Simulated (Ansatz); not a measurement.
# Cutoff convergence: CeAl3Pd2

System: CeAl3Pd2, a cell derived from the structure in space group 191 by a strain and random displacements, 6 atoms in the cell.

```yaml
crystal:
  lattice:
    - [-0.02378, -0.01619, 4.19121]
    - [5.54118, -0.01137, -0.03057]
    - [-2.78044, 4.70801, -0.00274]
  atoms:
    - { symbol: Ce, position: [0.40946, 0.66203, 0.22331] }
    - { symbol: Al, position: [0.91335, 0.15526, 0.21660] }
    - { symbol: Al, position: [0.91128, 0.16378, 0.72895] }
    - { symbol: Al, position: [0.90652, 0.66827, 0.72187] }
    - { symbol: Pd, position: [0.42093, 0.31550, 0.55518] }
    - { symbol: Pd, position: [0.40436, 0.00198, 0.91110] }
```
Lattice in Å, positions in fractions of it.

Theory: r²SCAN, plane waves, PAW datasets (generated soft set 1) (Ansatz).

k-mesh 3×3×3 Γ-centred; Fermi–Dirac smearing of 0.15 eV; no spin polarisation; no spin–orbit coupling.

At 750 eV the pressure at a fixed basis is -0.67 GPa. Another run of the series gave -0.71 GPa at a fixed basis and an energy +4.4 meV/atom from the top run.

Problem. Which cutoff did it use?
A. 400 eV
B. 350 eV
C. 450 eV
D. 560 eV
E. 375 eV
F. 325 eV
G. 300 eV
H. 500 eV
I. 425 eV
J. 640 eV

Solution. I. The series:

```
cutoff (eV)  E − E(top) (meV/atom)  pressure at fixed basis (GPa)  corrected pressure (GPa)  rms force change (meV/Å)
        300                   68.1                          -5.97                     -0.35                      10.8
        325                   21.9                          -2.38                     -0.54                       4.8
        350                    8.6                          -1.08                     -0.61                       2.0
        375                    5.7                          -0.74                     -0.64                       1.0
        400                    5.0                          -0.69                     -0.64                       0.6
        425                    4.4                          -0.71                     -0.64                       0.5
        450                    3.7                          -0.73                     -0.64                       0.4
        500                    2.1                          -0.72                     -0.64                       0.4
        560                    1.0                          -0.69                     -0.65                       0.3
        640                    0.4                          -0.67                     -0.65                       0.2
        750                    0.0                          -0.67                     -0.65                       0.0
```

The k-mesh is coarse, so these values belong to this mesh and can lie far from the converged ones. The open f shell is treated without spin here, so this is a model state and not the ground state. With an open f shell the self-consistent state may not be the lowest one.
